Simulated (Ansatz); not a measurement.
Input and command of a plane-wave DFT calculation in Ansatz:

```yaml
crystal:
  lattice:
    - [0.029483, -4.309261, 2.74474]
    - [-4.309299, 0.02949, 2.74475]
    - [-4.277441, -4.277417, -2.741109]
  atoms:
    - { symbol: O, position: [0.2312843813, 0.2313092716, 0.4606060905] }
    - { symbol: O, position: [0.5499199329, 0.5499400423, 0.1498042874] }
    - { symbol: O, position: [0.91374222, 0.913762501, 0.7861265885] }
    - { symbol: O, position: [0.1009155168, 0.1009538132, 0.2076777181] }
    - { symbol: O, position: [0.4184798078, 0.4185174549, 0.8821457453] }
    - { symbol: O, position: [0.7822669004, 0.7823021412, 0.51852284] }
    - { symbol: O, position: [0.6400495486, 0.0208363962, 0.161829951] }
    - { symbol: O, position: [0.9814951017, 0.3507502251, 0.8341373948] }
    - { symbol: O, position: [0.3113930509, 0.6921820938, 0.5064485192] }
    - { symbol: O, position: [0.0208044669, 0.6400864376, 0.1618342331] }
    - { symbol: O, position: [0.3507201286, 0.98153504, 0.8341390737] }
    - { symbol: O, position: [0.6921574343, 0.3114206186, 0.5064547995] }
    - { symbol: Si, position: [0.3324456771, 0.33249116, 0.6677779848] }
    - { symbol: Si, position: [0.6661267939, 0.6661480533, 0.334182645] }
    - { symbol: Si, position: [0.9997684422, 0.9997986634, 0.0004898874] }
    - { symbol: Si, position: [0.3286153694, 0.3286254811, 0.1699681621] }
    - { symbol: Si, position: [0.0035804392, 0.0036308453, 0.4983186817] }
    - { symbol: Ti, position: [0.6660985668, 0.6661376035, 0.8342181154] }
basis:
  ecutwfc: 420
kpoints:
  mp_grid: { grid: [5, 5, 4] }
hamiltonian:
  xc: pbe
scf:
  occupations: { method: gaussian, width: 0.02 }
  n_extra_bands: 9
output:
  forces: true
  stress: true
  eigenvalues: true
  populations: true
  dos:
    method: { smearing: { sigma: 0.1, scheme: gaussian } }
    projected: true
    de: 0.02
```

```bash
ansatz run input.yaml --threads 4 --pin off --max-ram 9216MiB --backend cpu --events-out ev --progress --plain --runs-dir out
```

Processor: Arm Neoverse V2, 4 threads, on a host shared with other jobs.

Task: How long does it run, and how much memory does it take?

Result: About 20 s on 4 threads of Arm Neoverse V2 (shared host), peak memory 0.69 GiB. It solves 61 bands at 51 k points (the mesh reduced by symmetry) with about 2987 plane waves, in 7 SCF iterations.
